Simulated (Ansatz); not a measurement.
Co (hcp (Mg type), P6_3/mmc) under volume change, plane-wave PAW PBEsol (Ansatz code), shape and atoms relaxed at each volume.

```
V (Å³/atom)  E − E(relaxed) (meV/atom)  P (GPa)
-----------  -------------------------  -------
9.430                             77.0    29.08
9.741                             32.0    17.59
10.052                             7.5     7.99
10.363                             0.0     0.01
10.674                             6.6    -6.60
10.985                            25.0   -12.21
11.296                            53.4   -16.97
```

### Question
What does a third-order Birch–Murnaghan fit give for V₀, B₀ and B′?

### Answer
V₀ = 10.36 Å³/atom, B₀ = 243 GPa, B′ = 5.0.

The cell was relaxed with PBEsol under the symmetry of its start. Spin order of the final state: ferromagnetic, chosen from 5 collinear starts compared on coarse meshes (ties went to the first, and starts can fall back to one state), not a proven ground state. Textbook magnetic order: ferromagnetic.

Potentials: the earlier of the program's two PAW sets. The files were generated under PBE; for other functionals the program regenerates the frozen cores, and for LDA and PBEsol the local potential too.
